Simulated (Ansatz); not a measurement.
## Relaxing a structure of GaP

The start is a relaxed GaP cell, doubled along one cell vector, shaken by Gaussian noise of σ = 0.08 Å a coordinate. The cell and all atomic positions are relaxed at zero pressure with r2SCAN (plane waves to 500 eV, PAW, scalar-relativistic; Ansatz, a program for electronic structure). The first steps use a coarse 4×7×7 k-mesh.

Initial structure:
```
CELL_PARAMETERS angstrom
      0.00000     5.45138     5.45138
      2.72569     0.00000     2.72569
      2.72569     2.72569     0.00000
ATOMIC_POSITIONS crystal
  P  0.38345 0.78469 0.70743
  P  0.89619 0.77694 0.69558
  Ga 0.00971 0.99838 0.95869
  Ga 0.50535 0.97630 0.04100
```

What band gap does the relaxed structure have at this level?

1.85 eV, indirect (valence top at Γ, conduction bottom at 87 % of the way from Γ to X) (no spin-orbit coupling).

Final values are on a 10×10×10 k-mesh of the relaxed cell. No spin polarisation in the result.
